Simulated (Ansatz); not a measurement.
CoMo (L1₀ or tetragonal B2, P4/mmm) at seven volumes, plane-wave PAW r²SCAN (Ansatz code), shape and atoms relaxed at each. One row is withheld.

| V (Å³/atom) | P (GPa) |
|---|---|
| 11.520 | 31.99 |
| 11.899 | 19.58 |
| 12.279 | 9.00 |
| 12.659 | 0.00 |
| 13.039 | ? |
| 13.418 | -14.17 |
| 13.798 | -19.70 |

Q: Fit the shown pressures and predict the withheld one.

A: P = (3/2)B₀(x^(7/2) − x^(5/2))[1 + (3/4)(B′ − 4)(x − 1)] with x = (V₀/V)^(2/3). Least squares on the six rows gives V₀ = 12.659 Å³/atom, B₀ = 276 GPa, B′ = 4.37. At V = 13.039, x = 0.9805 and P = -7.65 GPa. The run itself gave -7.65 GPa.

The start of the workflow was typed in or built on a structure type; neither database checked (COD, Materials Project) lists it. Its standing as an ambient phase is unchecked. The r²SCAN relaxation kept the symmetry of its start; its stability against distortions is not shown here. The workflow began spin-polarised and lost its moments. Its formation energy is positive at this level, so the cell may be metastable or incomplete.

Potentials: the earlier of the program's two PAW sets.
